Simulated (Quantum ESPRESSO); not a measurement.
```
CELL_PARAMETERS angstrom
      3.29783    -2.08128     0.00000
      3.29783     2.08128     0.00000
     -2.19799     0.00000     7.04938
ATOMIC_POSITIONS crystal
  C  0.42071 0.13967 0.56012
  C  0.57929 0.86033 0.43988
  C  0.86033 0.57929 0.93988
  C  0.13967 0.42071 0.06012
  Ca 0.17452 0.82548 0.75000
  Ca 0.82548 0.17452 0.25000
```

The geometry is that of Materials Project entry mp-1575, symmetrised and not relaxed again.

Problem. What does LDA (pw.x of Quantum ESPRESSO, ONCV potentials, without SOC) give for the electronic structure near the Fermi level?

Solution. The LDA gap is indirect, 1.85 eV, from 33 % of the way from X to Γ to Y; the smallest direct gap is 2.55 eV. 

The structure is a Materials Project entry; no match was found in the copy of COD used, and its stability was not checked.
